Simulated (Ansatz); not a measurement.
TaCo3 (space group R-3m)

```
TaCo3
1.0
    2.54643     1.47018     6.17041
   -2.54643     1.47018     6.17041
    0.00000    -2.94037     6.17041
Ta Co
3 9
Cartesian
  0.00000   0.00000   0.00000
  0.00000   0.00000   4.04827
  0.00000   0.00000  14.46296
  0.00000   1.47018   6.17041
 -1.27322  -0.73509   6.17041
  1.27322  -0.73509   6.17041
  1.20201  -0.69398  10.30189
 -1.20201   0.69398   8.20934
  0.00000   1.38797  10.30189
  0.00000  -1.38797   8.20934
 -1.20201  -0.69398  10.30189
  1.20201   0.69398   8.20934
```

This relaxed cell (volume V₀) is scaled evenly in all directions, its shape held. The atoms relax within the cell's symmetry.

Method: PBEsol (plane waves to 420 eV, PAW, scalar-relativistic; Ansatz, a first-principles code). k mesh 9×9×9 (Γ-centred), Fermi-Dirac smearing 0.05 eV. E stands for the smeared free energy. Compression counts positive. With the shape held, the modulus is that of even scaling; a crystal free to change shape is softer. Spin-orbit coupling is left out, though Ta is heavy. TaCo3 is run without spin polarisation. TaCo3 was relaxed with its symmetry unable to fall. The zero of ΔE is the relaxed starting cell. The last digit holds for this mesh only.

| V (Å³/atom) | ΔE (meV/atom) |
|---|---|
| 9.702 | 346.8 |
| 10.010 | 227.8 |
| 10.318 | 138.2 |
| 10.626 | 73.7 |
| 10.934 | 31.1 |
| 11.242 | 7.4 |
| 11.550 | 0.0 |
| 11.858 | 6.7 |
| 12.166 | withheld |
| 12.474 | 55.2 |
| 12.782 | 93.8 |
| 13.090 | 140.3 |
| 13.398 | 193.5 |

### Question
Fit a third-order Birch-Murnaghan form (E₀, V₀, B₀, B₀′ free) to the given rows and predict ΔE at V = 12.166.

### Answer
Least squares on the 12 given rows: ΔE = E₀ + (9V₀B₀/16)·y²·[2 + (B₀′ − 4)y], y = (V₀/V)^(2/3) − 1, with V₀ = 11.550 Å³/atom, B₀ = 274.4 GPa (160.2 GPa = 1 eV/Å³; the term in eV is multiplied by 1000), B₀′ = 4.41, E₀ = 0.07 meV/atom; root-mean-square residual 0.12 meV/atom. At 12.166 the fit gives 25.7 meV/atom; the calculation gives 25.7 meV/atom, the same to the digits shown. For the pressure the fit gives -12.7 GPa against the computed -12.7 GPa.

(A scan under strain: stresses follow from slopes of the energy per volume, elastic moduli from its curvatures.)
